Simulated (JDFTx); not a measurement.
```yaml
surface: TiB2(0001), Ti outermost, slab composition Ti3B4
bulk: TiB2, P6/mmm, lattice of mp-1145 (not re-optimised)
slab: 7 atoms in 5 planes, 1x1, 6.5 Å between the outermost planes
in-plane cell: 3.026 × 3.026 Å, 7.93 Å²
cell_height: 22.5 Å
sampling: 8×8×1 k mesh, Fermi smearing 0.01 Ha, no spin polarisation
```

Whether this polymorph is the ambient one wasn't checked. Neither spin polarisation nor a larger cell was tried.

Level of theory: PBE, GBRV ultrasoft potentials, plane waves to 20/100 Ha; code: JDFTx (a modified build). Vacuum. The outer atoms relax from bulk positions, keeping the cell's symmetry; the lattice is not PBE's own optimum in this code, and that strain can shift the moves by a few hundredths of an ångström. Input:

```
lattice \
  5.7181787644 -2.8590893917 0.0000000000 \
  0.0000000000 4.9520880832 0.0000000000 \
  0.0000000000 0.0000000000 42.5188378041
coords-type Lattice
ion B 0.6666666670 0.3333333330 -0.0717504440 0
ion B 0.3333333330 0.6666666670 -0.0717504440 0
ion B 0.6666666670 0.3333333330 0.0717504440 0
ion B 0.3333333330 0.6666666670 0.0717504440 0
ion Ti 0.0000000000 0.0000000000 -0.1435008890 1
ion Ti 0.0000000000 0.0000000000 0.0000000000 0
ion Ti 0.0000000000 0.0000000000 0.1435008890 1
ion-species pseudo/b_pbe_v1.4.upf
ion-species pseudo/ti_pbe_v1.4.upf
elec-cutoff 20 100
elec-ex-corr gga-PBE
coulomb-interaction Slab 001
coulomb-truncation-embed 0 0 0
kpoint-folding 8 8 1
elec-smearing Fermi 0.01
lcao-params 10
elec-n-bands 36
electronic-scf nIterations 100 energyDiffThreshold 1e-07
ionic-minimize nIterations 10 energyDiffThreshold 1e-5 knormThreshold 4e-4
dump-name vac.$VAR
dump End State Ecomponents EigStats BandEigs Forces ElecDensity IonicPositions Fillings Kpoints Dtot
```

**Question.** How far do the free atoms of the upper face move along the normal, and how much energy is released?

**Answer.** Ti (atom 7) -0.07 Å (positive: outward). The free energy falls by 0.052 eV per cell, 53 mJ/m².
